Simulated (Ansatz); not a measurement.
GaN:
```
CELL_PARAMETERS angstrom
      3.18328     0.00000     0.00000
     -1.59164     2.75680     0.00000
      0.00000     0.00000     5.18379
ATOMIC_POSITIONS crystal
  Ga 0.66667 0.33333 0.49910
  Ga 0.33333 0.66667 0.99910
  N  0.66667 0.33333 0.87590
  N  0.33333 0.66667 0.37590
```

x, y and z are the axes in which the lattice vectors are written.

**Question.** Give the high-frequency dielectric tensor and the Born effective charge tensors of the independent atoms from DFPT, the program Ansatz at the r²SCAN level (PAW).

**Answer.** 
ε∞:
```
5.36  0.00  0.00
0.00  5.36  0.00
0.00  0.00  5.54
```
Z* of atom 1 (Ga), rows: field, columns: displacement, in e:
```
2.63  0.00  0.00
0.00  2.63  0.00
0.00  0.00  2.77
```
Z* of atom 3 (N), rows: field, columns: displacement, in e:
```
-2.63   0.00   0.00
 0.00  -2.63   0.00
 0.00   0.00  -2.77
```

Static charges for comparison (Bader): Ga1 +1.66, N3 -1.66 e. Born charges measure polarisation by displacement and can exceed these by far.

Space group P6_3mc (wurtzite). The cell was relaxed with r²SCAN under the symmetry of its start. Scalar-relativistic: spin–orbit coupling is off unless named, which matters more the heavier the elements.

Potentials: the earlier of the program's two PAW sets.
